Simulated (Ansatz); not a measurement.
Te2W in space group P6_3/mmc (No. 194; Te on 4f, W on 2c), LDA in the plane-wave PAW code Ansatz. The conduction-band minimum lies on the K–Γ line, 42 % of the way from K, with 6 equivalent valleys. Second derivatives d²E/dk² of the lowest band at one valley (eV·Å²), along Cartesian directions:

| direction | d²E/dk² |
|---|---|
| [100] | 17.30 |
| [010] | 21.65 |
| [001] | 21.17 |
| [110] | 23.28 |
| [101] | 19.24 |
| [011] | 21.41 |

**Question.** Find the principal effective masses, the density-of-states mass and the conductivity mass.

**Answer.** Off-diagonal terms follow from H_xy = H[110] − (H_xx + H_yy)/2, and m*/mₑ = 7.620 eV·Å² over each eigenvalue: 0.32, 0.36, 0.50. One valley's DOS mass (m₁m₂m₃)^(1/3) = 0.39, conductivity mass 3/(Σ 1/mᵢ) = 0.38 mₑ.

**Question.** What effective density of states Nc follows at 300 K for parabolic valleys?

**Answer.** Nc = 2.509e19 × 6 × (0.39)^(3/2) ≈ 3.7e19 cm⁻³.

The first step of the workflow began from a Materials Project structure, measured or hypothetical; the Crystallography Open Database copy checked does not list it. COD files the formula under space group No. 31, so this cell is another polymorph or a model. Its standing as an ambient phase is unchecked. Symmetry was held in the LDA relaxation; its stability against distortions is not shown here. The run is not spin-polarised. A crystal of weakly bound layers computed without a dispersion correction: the cell and the soft elastic constants depend strongly on that. Spin–orbit coupling is left out wherever it is not named.

Potentials: the later of the program's two PAW sets.

Edges and masses are those of Kohn–Sham bands, whose gap is no quasiparticle gap.
